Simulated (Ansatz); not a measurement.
The relaxed structure here is a generated cell of Au: the first start was made by placing the elements on the sites of a structure type, and the end was not matched to a known phase here, so it may be hypothetical. Known forms of Au include space group No. 225.

A relaxed structure of Au. Space group I4/mmm (No. 139), AFLOW prototype A_tI2_139_a (A_a). All values below come from r2SCAN (plane waves to 500 eV, PAW, scalar-relativistic; Ansatz, a first-principles code).

Space group I4/mmm (No. 139); a = b = 3.5041 Å, c = 2.8867 Å, α = β = γ = 90.00°

| atom | site | symmetry | x | y | z |
|---|---|---|---|---|---|
| Au | 2a | 4/mmm | 0.0000 | 0.0000 | 0.0000 |
(The calculation used a cell of 1 atom; values per cell refer to that cell.)

- Volume per atom: 17.72 Å³
- Density: 18.46 g/cm³
- Band gap: no gap (metallic)
- Shortest distances: Au–Au 2.87 Å
- k-mesh: 21×21×21

No spin polarisation in the result.

The run could not lose the symmetry of its start; a randomly shaken copy of 2 atoms returns to this structure.
